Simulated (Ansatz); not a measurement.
Consider the following.

SiC:
```xyz
4
Lattice="3.1483 0.0000 0.0000 -1.5742 2.7265 0.0000 0.0000 0.0000 4.6533" Properties=species:S:1:pos:R:3 pbc="T T T"
Si     0.0000     1.8177     1.1633
Si     1.5742     0.9088     3.4900
C      0.0000     1.8177     3.4900
C      1.5742     0.9088     1.1633
```

This is the LDA-relaxed structure.

**Question.** All from the program Ansatz at the LDA level (PAW), unless another level is named. Give the electronic character.

**Answer.** metallic (no gap).

**Question.** Give the density of states at the Fermi level.

**Answer.** 0.06 states/eV per atom (mean over ±0.08 eV).

**Question.** Give the formation energy from the elements (no fitted shifts).

**Answer.** 0.17 eV/atom.

Space group P6_3/mmc. The start of the workflow was typed in or built on a structure type; neither database checked (COD, Materials Project) lists it. It is not the phase usual at ambient conditions (space group No. 186, 216). Symmetry was held in the LDA relaxation. At this level the phase is dynamically unstable (imaginary phonons). The volume moved by -49 % from the start of the relaxation. Its formation energy is positive at this level, so the cell may be metastable or incomplete. A crystal of weakly bound layers computed without a dispersion correction: the cell and the soft elastic constants depend strongly on that. The references are the lowest solids computed at this level, not always the standard phases.

Potentials: the later of the program's two PAW sets.
